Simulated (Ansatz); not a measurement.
Rh:
```xyz
2
Lattice="0.0000 2.7164 2.7164 2.7164 0.0000 2.7164 2.7164 2.7164 0.0000" Properties=species:S:1:pos:R:3 pbc="T T T"
Rh     0.0000     0.0000     0.0000
Rh     1.3582     1.3582     1.3582
```

Relaxed with PBEsol. Special points in fractions of this cell's reciprocal vectors: Γ (0.000, 0.000, 0.000); X (0.500, 0.000, 0.500); U (0.625, 0.250, 0.625); K (0.375, 0.375, 0.750); L (0.500, 0.500, 0.500); W (0.500, 0.250, 0.750).

Q: List the band energies nearest the Fermi level at these points for DFT-PBEsol in the program Ansatz with PAW potentials.

A: In eV from the Fermi level; about four levels below and three above (degenerate sets whole), none deeper than 8.9 eV; points with the same levels are listed once.

| k | below | above |
|---|---|---|
| Γ | -4.12 -4.12 -4.12 -1.53 -1.53 -1.53 | 0.41 0.41 12.55 |
| X | -2.30 -2.30 -2.24 -2.24 | 0.32 0.32 2.34 2.34 |
| U | -2.90 -2.54 -2.26 -2.09 | 0.47 0.67 1.92 |
| L | -3.87 -0.96 -0.96 -0.86 | 0.06 0.06 1.90 |
| W | -2.82 -2.82 -2.27 -2.27 | 0.70 0.70 2.66 2.66 |

Space group Fd-3m (diamond). The start of the workflow was typed in or built on a structure type; neither database checked (COD, Materials Project) lists it. It is not the phase usual at ambient conditions (space group No. 225). Symmetry was held in the PBEsol relaxation. At this level the phase is mechanically unstable. The workflow began spin-polarised and lost its moments. Scalar-relativistic: spin–orbit coupling is off unless named, which matters more the heavier the elements.

Potentials: the later of the program's two PAW sets.
